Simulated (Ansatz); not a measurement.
ZnCdSe2 in space group P-4m2 (No. 115; Zn on 1c, Cd on 1a, Se on 2g), plane-wave PAW PBEsol (Ansatz code). The conduction-band minimum lies at Γ, with 1 equivalent valley. Second derivatives d²E/dk² of the lowest band at one valley (eV·Å²), along Cartesian directions:

```
direction  d²E/dk²
---------  -------
[100]        116.4
[010]        116.4
[001]        97.01
[110]        116.5
[101]        106.7
[011]        106.7
```

Question: Find the principal effective masses, the density-of-states mass and the conductivity mass.

Answer: Off-diagonal terms follow from H_xy = H[110] − (H_xx + H_yy)/2, and m*/mₑ = 7.620 eV·Å² over each eigenvalue: 0.065, 0.066, 0.079. One valley's DOS mass (m₁m₂m₃)^(1/3) = 0.070, conductivity mass 3/(Σ 1/mᵢ) = 0.069 mₑ.

Question: What effective density of states Nc follows at 300 K for parabolic valleys?

Answer: Nc = 2.509e19 × 1 × (0.070)^(3/2) ≈ 4.6e17 cm⁻³.

Question: With the computed static dielectric constant 11.1 (mean of the diagonal), estimate a hydrogenic donor's binding energy and radius.

Answer: E = 13.606 eV × 0.069/11.1² ≈ 7.6 meV; a = 0.529 Å × ε/m* ≈ 85 Å. Semilocal masses tend to be too small where the gap is.

The first step of the workflow began from a Materials Project structure, measured or hypothetical; the Crystallography Open Database copy checked does not list it. Whether it is the stable phase at ambient conditions was not checked. Symmetry was held in the PBEsol relaxation; of distortions, only those at the zone centre were tested. Scalar-relativistic: spin–orbit coupling is off unless named, which matters more the heavier the elements.

Potentials: the later of the program's two PAW sets.
